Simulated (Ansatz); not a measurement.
Ca (fcc, Cu type)

```yaml
crystal:
  lattice:
    - [0.00000, 2.76322, 2.76322]
    - [2.76322, 0.00000, 2.76322]
    - [2.76322, 2.76322, 0.00000]
  atoms:
    - { symbol: Ca, position: [0.00000, 0.00000, 0.00000] }
```

The slice is a {111} plane (indices of the conventional cell) through the point (0.000, 0.000, 0.000) (fractional), spanned by u = [100] and v = [-1 2 0] in vectors of this cell: u (3.91 Å) and v (6.77 Å, at 90° to u). It covers one period; positions are fractions (u, v).

All values below come from PBE (plane waves to 420 eV, PAW, scalar-relativistic; Ansatz, an electronic-structure program). k mesh 15×15×15. Near the nuclei the fields are pseudised (PAW); where an atom keeps semicore shells as valence, they peak there. Ca was relaxed with its symmetry unable to fall. The PAW data are Ansatz's earlier set.

Problem. Predict the map of the valence electron density on the slice.

Solution. 
| v \ u | 0.00 | 0.08 | 0.17 | 0.25 | 0.33 | 0.42 | 0.50 | 0.58 | 0.67 | 0.75 | 0.83 | 0.92 |
|---|---|---|---|---|---|---|---|---|---|---|---|---|
| 0.90 | 0.3 | 0.1 | -0.3 | -0.9 | -1.2 | -1.3 | -1.3 | -1.3 | -1.2 | -0.9 | -0.3 | 0.1 |
| 0.80 | -1.1 | -1.2 | -1.2 | -1.3 | -1.3 | -1.3 | -1.3 | -1.3 | -1.3 | -1.3 | -1.2 | -1.2 |
| 0.70 | -1.3 | -1.3 | -1.3 | -1.3 | -1.2 | -1.2 | -1.1 | -1.2 | -1.2 | -1.3 | -1.3 | -1.3 |
| 0.60 | -1.3 | -1.3 | -1.2 | -0.9 | -0.3 | 0.1 | 0.3 | 0.1 | -0.3 | -0.9 | -1.2 | -1.3 |
| 0.50 | -1.3 | -1.3 | -1.1 | -0.4 | 0.3 | 0.7 | 0.8 | 0.7 | 0.3 | -0.4 | -1.1 | -1.3 |
| 0.40 | -1.3 | -1.3 | -1.2 | -0.9 | -0.3 | 0.1 | 0.3 | 0.1 | -0.3 | -0.9 | -1.2 | -1.3 |
| 0.30 | -1.3 | -1.3 | -1.3 | -1.3 | -1.2 | -1.2 | -1.1 | -1.2 | -1.2 | -1.3 | -1.3 | -1.3 |
| 0.20 | -1.1 | -1.2 | -1.2 | -1.3 | -1.3 | -1.3 | -1.3 | -1.3 | -1.3 | -1.3 | -1.2 | -1.2 |
| 0.10 | 0.3 | 0.1 | -0.3 | -0.9 | -1.2 | -1.3 | -1.3 | -1.3 | -1.2 | -0.9 | -0.3 | 0.1 |
| 0.00 | 0.8 | 0.7 | 0.3 | -0.4 | -1.1 | -1.3 | -1.3 | -1.3 | -1.1 | -0.4 | 0.3 | 0.7 |

Values: log₁₀ of the valence density in e/Å³. The scale is logarithmic, as a density can span decades between atoms and voids.
